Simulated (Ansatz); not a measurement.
B₂W: stiffness from a series of strains

```
CELL_PARAMETERS angstrom
3.02000 0.00000 0.00000
-1.51000 2.61540 0.00000
0.00000 0.00000 3.05000
ATOMIC_POSITIONS crystal
B 0.33333 0.66667 0.50000
B 0.66667 0.33333 0.50000
W 0.00000 0.00000 0.00000
```

Atom numbers follow the list: B1, B2, W3.

The geometry is COD entry 1510851, unchecked; take it as a test cell.

Spin–orbit coupling is left out, though it moves levels of the heavy atoms by tenths of an eV or more.

Method: Ansatz 0.2.0, DFT, LDA, all-electron LAPW, scalar-relativistic.

Sampling and basis: a Γ-centred 14×14×12 k mesh, Fermi–Dirac smearing of 0.05 eV, basis error target 0.5 meV/atom, no spin polarisation.

The strain is applied along the Cartesian axes of the cell as listed (the other components stay zero). Fractional coordinates are held (clamped ions).

σ is the change of stress from the unstrained cell, which is at 22.1 GPa; tension is positive, so slopes are stress–strain coefficients at that pressure. In a metal the k mesh adds noise.

Only quantities that a quadratic follows smoothly over the whole series are listed; rougher ones are left out.

```
    εzz  σzz (GPa)  σxx (GPa)
-0.0200     -14.11      -7.10
-0.0100      -6.81      -3.47
 0.0000       0.00       0.00
 0.0200      11.66       6.80
```

Fit the series and read off the stiffness at zero strain.

Least-squares fits y = p0 + p1 x + p2 x² to the rows give σzz (GPa): p1 = 645, p2 = -3000; σxx (GPa): p1 = 347, p2 = -410. So C33 = 645 GPa and C13 = 347 GPa, for these axes.

One run, at εzz = 0.0100, is withheld. Predict its row.

The fits give 6.12, 3.45; the run gave 6.23, 3.38.
